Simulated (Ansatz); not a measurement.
Input:

Ba$_{2}$H$_{3}$I:
```
Ba2H3I
1.0
    4.51146     0.00000     0.00000
   -2.25573     3.90704     0.00000
    0.00000     0.00000     8.09544
Ba H I
2 3 1
Cartesian
  2.25573   1.30235   5.53735
  0.00000   2.60469   2.55809
  2.25573   1.30235   2.88801
  0.00000   2.60469   5.20743
  0.00000   0.00000   4.04772
  0.00000   0.00000   0.00000
```

This is the r²SCAN-relaxed structure.

Problem. All from the program Ansatz at the r²SCAN level (PAW), unless another level is named. Estimate the smallest direct gap on the standard path.

Solution. 3.13 eV.

Problem. Give the HSE06 gap on the r²SCAN cell.

Solution. 3.15 eV.

Problem. Next, the gap with spin–orbit coupling?

Solution. 2.74 eV.

Problem. And the hole effective mass?

Solution. 0.29, 0.29, 6.3 mₑ (principal values).

Problem. And the conduction-band minimum?

Solution. at L (3 equivalent valleys).

Space group P-3m1. The workflow started from a Materials Project entry (that database holds measured and hypothetical structures alike); the Crystallography Open Database copy checked does not list it. Whether it is the stable phase at ambient conditions was not checked. Symmetry was held in the r²SCAN relaxation; whether a distortion lowers the energy is not shown. Scalar-relativistic: spin–orbit coupling is off unless named, which matters more the heavier the elements.

Potentials: the later of the program's two PAW sets.
